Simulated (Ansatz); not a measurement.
AlRu2C:
```cif
data_C2Al2Ru4
_chemical_formula_sum 'Al2 Ru4 C2'
_space_group_name_H-M_alt 'P63/mmc'
_space_group_IT_number 194
_space_group_name_Hall '-P 6c 2c'
_cell_length_a 2.86306
_cell_length_b 2.86306
_cell_length_c 13.33089
_cell_angle_alpha 90.000
_cell_angle_beta 90.000
_cell_angle_gamma 120.000
loop_
_atom_site_label
_atom_site_type_symbol
_atom_site_symmetry_multiplicity
_atom_site_Wyckoff_symbol
_atom_site_fract_x
_atom_site_fract_y
_atom_site_fract_z
_atom_site_occupancy
Al1 Al 2 d 0.66667 0.33333 0.25000 1
Ru1 Ru 4 f 0.33333 0.66667 0.09563 1
C1 C 2 a 0.00000 0.00000 0.00000 1
```

Relaxed at zero pressure with DFT-PBEsol in the program Ansatz with PAW potentials.

Question: The volume is raised by 6 % and shape and atoms relax at that volume. What pressure results, and how do the axes share the change?

Answer: -7.7 GPa; a 4.0 %, b 4.0 %, c -2.1 %; the energy rises by 24 meV/atom.

Question: Give the new structure.

Answer: 
Space group P6₃/mmc (No. 194); a = b = 2.979 Å, c = 13.054 Å, α = β = 90.00°, γ = 120.00°

```tsv
atom	site	symmetry	x	y	z
Al	2d	-6m2	0.6667	0.3333	0.2500
Ru	4f	3m.	0.3333	0.6667	0.0900
C	2a	-3m.	0.0000	0.0000	0.0000
```

The phase is kept; no other phase was compared at this pressure.

Space group P6_3/mmc. The start of the workflow was typed in or built on a structure type; neither database checked (COD, Materials Project) lists it. Whether it is the stable phase at ambient conditions was not checked. The PBEsol relaxation kept the symmetry of its start; of distortions, only those at the zone centre were tested. The run is not spin-polarised.

Potentials: the earlier of the program's two PAW sets.
